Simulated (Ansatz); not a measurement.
## NaCaLaS3O12: Quadrupolar parameters

The cell is a Materials Project structure (computed, not necessarily an observed phase), taken as it stands.

Space group R3c:H (No. 161); a = 9.3486, c = 25.0076 Å, γ = 120.00°.

| site | Wyckoff | site symmetry | x | y | z |
| --- | --- | --- | --- | --- | --- |
| Na | 6a | 3. | 0.0000 | 0.0000 | 0.4958 |
| Ca | 6a | 3. | 0.0000 | 0.0000 | 0.3498 |
| La | 6a | 3. | 0.0000 | 0.0000 | 0.6495 |
| S | 18b | 1 | 0.6606 | 0.6276 | 0.5842 |
| O13 | 18b | 1 | 0.9794 | 0.1960 | 0.2986 |
| O19 | 18b | 1 | 0.0157 | 0.7994 | 0.7018 |
| O25 | 18b | 1 | 0.1790 | 0.2007 | 0.4125 |
| O31 | 18b | 1 | 0.8119 | 0.7956 | 0.5878 |

One atom of each set is listed; the run and its k-mesh use a cell of 36 atoms with edges of 9.93, 9.93, 9.93 Å.

Level of theory: DFT, PBE, plane waves and PAW, scalar-relativistic, 420 eV cutoff, Γ-centred 3×3×3 k-points, Fermi–Dirac smearing 0.02 eV (Ansatz 0.2.0).

Conventions: |V_zz| ≥ |V_yy| ≥ |V_xx|, η = (V_xx − V_yy)/V_zz, C_Q = eQV_zz/h. ν_Q = 3|C_Q|/[2I(2I − 1)].

²³Na: I = 3/2, Q = 104.0 mb; Ca-43: I = 7/2, Q = -40.80 mb; ¹³⁹La: I = 7/2, Q = 206.0 mb; S-33: I = 3/2, Q = -69.40 mb; ¹⁷O: I = 5/2, Q = -25.58 mb. Q values from Pyykkö, Mol. Phys. 116, 1328 (2018).

(1) Give the quadrupolar parameters of the distinct sites.

Answers

(1) 

| site | atoms | first shell | C_Q (MHz) | η | ν_Q (MHz) |
| --- | --- | --- | --- | --- | --- |
| Na | 2 | 6 O at 2.74–2.95 Å | -0.974 | 0.00 | 0.487 |
| Ca | 2 | 6 O at 2.32–2.38 Å | 0.425 | 0.00 | 0.030 |
| La | 2 | 6 O at 2.35–2.40 Å | -9.65 | 0.00 | 0.689 |
| S | 6 | 4 O at 1.47–1.50 Å | 2.16 | 0.65 | 1.08 |
| O13 | 6 | 1 S at 1.47 Å; also 1 Ca at 2.32 Å | -8.39 | 0.06 | 1.26 |
| O19 | 6 | 1 S at 1.49 Å; also 1 La at 2.35 Å | -8.38 | 0.02 | 1.26 |
| O25 | 6 | 1 S at 1.48 Å; also 1 Ca at 2.38 Å, 1 Na at 2.74 Å | -8.43 | 0.12 | 1.26 |
| O31 | 6 | 1 S at 1.50 Å; also 1 La at 2.40 Å, 1 Na at 2.95 Å | -8.47 | 0.10 | 1.27 |

An axis of threefold or higher order runs through Na, Ca and La, so V_zz lies along it and η is zero. At O13, O19, O25 and O31 V_zz points along its bond to S (within 2°) in each case.

The largest force is 0.4 eV/Å, so the atoms aren't at the calculated equilibrium and relaxing them would move these values. Without spin–orbit coupling (the program notes it for La) the gradients are little affected as a rule: paired runs on crystals with a gap mostly move them by under 2 % at such atoms.
